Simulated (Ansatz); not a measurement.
InAs (zinc blende)

```
InAs
1.0
    0.00000     3.05419     3.05419
    3.05419     0.00000     3.05419
    3.05419     3.05419     0.00000
As In
1 1
Direct
  0.75000   0.75000   0.75000
  0.00000   0.00000   0.00000
```

The slice is a {100} plane (indices of the conventional cell) through the point (0.000, 0.000, 0.000) (fractional), spanned by u = [100] and v = [0 1 -1] in vectors of this cell: u (4.32 Å) and v (4.32 Å, at 90° to u). It covers one period; positions are fractions (u, v).

Method: r2SCAN (plane waves to 500 eV, PAW, scalar-relativistic; Ansatz, a program for electronic structure). k mesh 9×9×9. Near the nuclei the fields are pseudised (PAW); where an atom keeps semicore shells as valence, they peak there. InAs was relaxed with its symmetry unable to fall. The PAW data are Ansatz's earlier set.

Three fields on this plane, each scaled to ten steps between its own extremes (0 low, 9 high; the total valence density on a logarithmic scale, the potential cut 8 eV below its top; x marks points blanked near nuclei; v = 0 in the bottom row):

Map A
```
|xxxxxxx987766666667789xxxxxx|
|xxxxxxx987766666667789xxxxxx|
|xxxxxx98776666666667789xxxxx|
|xxxxxx98766555555566789xxxxx|
|xxxxx9876655554555566789xxxx|
|xxx99876554444444445567899xx|
|9998876554433333334455678899|
|8887765544332222233445567788|
|7777665443222212222344566777|
|7776654432211111112234456677|
|7666554332111000111233455666|
|6666554322110000011223455666|
|6666554322100000001223455666|
|6666544321100000001123445666|
|6666554322100000001223455666|
|6666554322110000011223455666|
|7666554332111000111233455666|
|7776654432211111112234456677|
|7777665443222212222344566777|
|8887765544332222233445567788|
|9998876554433333334455678899|
|xxx99876554444444445567899xx|
|xxxxx9876655554555566789xxxx|
|xxxxxx98766555555566789xxxxx|
|xxxxxx98776666666667789xxxxx|
|xxxxxxx987766666667789xxxxxx|
|xxxxxxx987766666667789xxxxxx|
|xxxxxxx987776666677789xxxxxx|
```

Map B
```
|xxxxxxx014677777776410xxxxxx|
|xxxxxxx024677777776420xxxxxx|
|xxxxxx00356788888765300xxxxx|
|xxxxxx01467788888776410xxxxx|
|xxxxx0035678888888765300xxxx|
|xxx00025678889998887652000xx|
|0000135678899999998876531000|
|1123456788999999999887654321|
|4445667889999999999988766544|
|6666778899999999999998877666|
|7777788999999999999999887777|
|7778888999999999999999888877|
|7778889999999999999999988877|
|7778889999999999999999988877|
|7778889999999999999999988877|
|7778888999999999999999888877|
|7777788999999999999999887777|
|6666778899999999999998877666|
|4445667889999999999988766544|
|1123456788999999999887654321|
|0000135678899999998876531000|
|xxx00025678889998887652000xx|
|xxxxx0035678888888765300xxxx|
|xxxxxx01467788888776410xxxxx|
|xxxxxx00356788888765300xxxxx|
|xxxxxxx024677777776420xxxxxx|
|xxxxxxx014677777776410xxxxxx|
|xxxxxxx014677777776410xxxxxx|
```

Map C
```
|xxxxxxx446899999998644xxxxxx|
|xxxxxxx446789999987644xxxxxx|
|xxxxxx44467788888776444xxxxx|
|xxxxxx34456666666665443xxxxx|
|xxxxx4344445555555444434xxxx|
|xxx43334333333333333343334xx|
|4444444332222222222233444444|
|4444443321111111111123344444|
|6666543211000000000112345666|
|8877643210000000000012346778|
|9987653210000000000012356789|
|9998653210000000000012356899|
|9998653210000000000012356899|
|9998653210000000000012356899|
|9998653210000000000012356899|
|9998653210000000000012356899|
|9987653210000000000012356789|
|8877643210000000000012346778|
|6666543211000000000112345666|
|4444443321111111111123344444|
|4444444332222222222233444444|
|xxx43334333333333333343334xx|
|xxxxx4344445555555444434xxxx|
|xxxxxx34456666666665443xxxxx|
|xxxxxx44467788888776444xxxxx|
|xxxxxxx446789999987644xxxxxx|
|xxxxxxx446899999998644xxxxxx|
|xxxxxxx446899999998644xxxxxx|
```

Question: Assign the maps to these fields: electron localisation function (ELF); valence electron density; electrostatic potential energy of an electron, from the cell's mean.

Answer: A is the valence electron density; B is the electrostatic potential energy of an electron, from the cell's mean; C is the electron localisation function (ELF).
